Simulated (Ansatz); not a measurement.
A thin piezoelectric film on a fast substrate raises the frequency that a given finger pitch reaches and keeps the wave at the surface.

The yardstick is 4H-SiC. Isotropic (polycrystal) averages. Wavelength 2 μm (twice a pitch of 1.0 μm); target 2 GHz. All rows have a gap at this level.

Where the numbers come from (Ansatz, a plane-wave PAW program): v_l, v_t: r²SCAN, elastic tensor, Hill average; density: r²SCAN, relaxed cell.

Runs started from generated or typed cells of the structure named: GaN; GaP; cubic BN; Ge; 4H-SiC; AlN; MgS. No claim is made that these are known or stable phases: InGaN2 (P3m1, hP4). Of the phases: the Γ and L minima of Ge lie closer than these levels can tell, and the real crystal has its minimum at L. Over 15 meV/atom above the lowest phase of their formula at hand: cubic BN (60 meV/atom, r²SCAN). Spin–orbit coupling is left out unless named.

| crystal | v_l (km/s) | v_t (km/s) | density (g/cm³) |
|---|---|---|---|
| GaN (wurtzite) | 7.56 | 4.32 | 6.11 |
| GaP (zinc blende) | 6.32 | 3.75 | 4.13 |
| InGaN2 (P3m1, hP4) | 6.29 | 3.38 | 6.56 |
| cubic BN | 16.29 | 10.73 | 3.50 |
| Ge (diamond type) | 5.26 | 3.24 | 5.28 |
| 4H-SiC, reference | 12.43 | 7.92 | 3.22 |
| AlN (wurtzite) | 10.89 | 6.37 | 3.27 |
| MgS (rock salt) | 7.67 | 4.65 | 2.66 |
| α-quartz SiO2 | 6.07 | 4.09 | 2.64 |

The figures follow from the printed values by these rules: ν = (v_l² − 2v_t²)/(2(v_l² − v_t²)); v_R ≈ v_t (0.87 + 1.12ν)/(1 + ν); f = v_R/wavelength; pitch = v_R/2f.

**Question.** Work out Poisson ratio, Rayleigh speed, frequency and pitch for the target for cubic BN.

**Answer.** 
1. ν = (16.29² − 2 × 10.73²)/(2 × (16.29² − 10.73²)) = 0.117
2. v_R = 10.73 × (0.87 + 1.12 × 0.117)/(1 + 0.117) = 9.616 km/s
3. f = 9.616/2 = 4.81 GHz
4. pitch for the target: 500 × 9.616/2 = 2400 nm

**Question.** Rank all rows by Rayleigh speed, highest first.

**Answer.** The same steps for every row:

| crystal | Poisson ratio | Rayleigh speed (km/s) | frequency (GHz) | pitch for the target (nm) |
|---|---|---|---|---|
| GaN (wurtzite) | 0.258 | 3.980 | 1.99 | 995 |
| GaP (zinc blende) | 0.228 | 3.437 | 1.72 | 859 |
| InGaN2 (P3m1, hP4) | 0.297 | 3.134 | 1.57 | 784 |
| cubic BN | 0.117 | 9.616 | 4.81 | 2400 |
| Ge (diamond type) | 0.194 | 2.950 | 1.48 | 738 |
| 4H-SiC, reference | 0.158 | 7.161 | 3.58 | 1790 |
| AlN (wurtzite) | 0.240 | 5.850 | 2.93 | 1460 |
| MgS (rock salt) | 0.209 | 4.246 | 2.12 | 1060 |
| α-quartz SiO2 | 0.084 | 3.638 | 1.82 | 910 |

By Rayleigh speed (highest first): cubic BN (9.616 ± 0.36), 4H-SiC (7.161 ± 0.27), AlN (5.850 ± 0.23), MgS (4.246 ± 0.17), GaN (3.980 ± 0.16), α-quartz SiO2 (3.638 ± 0.14), GaP (3.437 ± 0.14), InGaN2 (P3m1, hP4) (3.134 ± 0.13), Ge (2.950 ± 0.12). The ± follows from allowances picked for this note (v_l 3 %, v_t 3 %, 3 % for the model), carried to first order and added in quadrature; ≈ joins neighbours closer than their two ± added in quadrature. At the edge of that rule, so that a last digit could turn the call: GaP and α-quartz SiO2; InGaN2 (P3m1, hP4) and Ge. On this figure 1 of 8 candidates do clearly better than the reference.

**Question.** How does Rayleigh speed go with density in this set, and what is the usual reason?

**Answer.** The usual expectation is that Rayleigh speed falls with density (speed goes as √(modulus/density), and light-element solids have the best ratio). These rows show that weakly (rank correlation −0.48 over 9 rows).

Single-crystal speeds depend on cut and direction, and the film changes the speed. Where several phases of a formula are at hand, those over 0.1 eV/atom above the lowest were not drawn (by r²SCAN where it compared them, else by the largest value; a layered or molecular lowest phase counts only with a dispersion term); other phases could lie lower still. The rows are a sample of crystals with v_t over 3 km/s, picked without regard to agreement with measurement. Limits of the draw: gap over 0.3 eV, v_l over 1.45 v_t, v_t over 3 km/s; for moduli and speeds, an anisotropy index under 2.5, no layered crystals; no unfamiliar magnets, and cubic perovskites only if shown or known to be stable. As a rule kept out of such tables: 4f compounds, open-shell compounds run without a Hubbard term, cells found unstable in the tests at hand, cells close to a higher symmetry, and runs set to a pressure or over 12 % in volume from the crystal's fullest run.
